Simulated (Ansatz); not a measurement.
Task: HfO$_{2}$ (fluorite, space group No. 225) is relaxed with plane-wave PAW PBEsol (Ansatz code). What lattice parameters of the conventional cell result?

Result: a = 5.045 Å.

Task: Is it a metal or does it have a gap at this level?

Result: A gap of 3.69 eV, direct.

Space group Fm-3m (fluorite). This is a known high-temperature phase of the composition, computed here at zero pressure and temperature. The PBEsol relaxation kept the symmetry of its start; its stability against distortions is not shown here. The run is not spin-polarised. Scalar-relativistic: spin–orbit coupling is off unless named, which matters more the heavier the elements.

Potentials: the earlier of the program's two PAW sets. The files were generated under PBE; for other functionals the program regenerates the frozen cores, and for LDA and PBEsol the local potential too.
